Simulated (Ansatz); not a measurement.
PbO2:
```yaml
crystal:
  lattice:
    - [5.08113, 0.00000, 0.00000]
    - [0.00000, 5.08113, 0.00000]
    - [0.00000, 0.00000, 3.44392]
  atoms:
    - { symbol: Pb, position: [0.00000, 0.00000, 0.00000] }
    - { symbol: Pb, position: [0.50000, 0.50000, 0.50000] }
    - { symbol: O, position: [0.30797, 0.30797, 0.00000] }
    - { symbol: O, position: [0.19203, 0.80797, 0.50000] }
    - { symbol: O, position: [0.69203, 0.69203, 0.00000] }
    - { symbol: O, position: [0.80797, 0.19203, 0.50000] }
```

Relaxed with PBE. Special points in fractions of this cell's reciprocal vectors: Γ (0.000, 0.000, 0.000); X (0.000, 0.500, 0.000); M (0.500, 0.500, 0.000); Z (0.000, 0.000, 0.500); R (0.000, 0.500, 0.500); A (0.500, 0.500, 0.500).

List the band energies nearest the Fermi level at these points for PBE with spin–orbit coupling in the plane-wave PAW code Ansatz.

In eV from the Fermi level; about four levels below and three above (degenerate sets whole), none deeper than 8.9 eV; points with the same levels are listed once.

| k | below | above |
|---|---|---|
| Γ | -0.55 -0.55 -0.53 -0.53 | 0.09 0.09 3.94 3.94 |
| X | -0.35 -0.35 -0.35 -0.35 | 2.10 2.10 2.10 2.10 |
| M | -0.44 -0.44 -0.44 -0.44 | 2.52 2.52 2.52 2.52 |
| Z | -0.72 -0.72 -0.72 -0.72 | 3.43 3.43 3.43 3.43 |
| R | -0.26 -0.26 -0.24 -0.24 | 3.70 3.70 3.72 3.72 |
| A | -0.48 -0.48 -0.48 -0.48 | 2.57 2.57 2.57 2.57 |

Space group P4_2/mnm (rutile). Symmetry was held in the PBE relaxation; of distortions, only those at the zone centre were tested.

Potentials: the later of the program's two PAW sets.
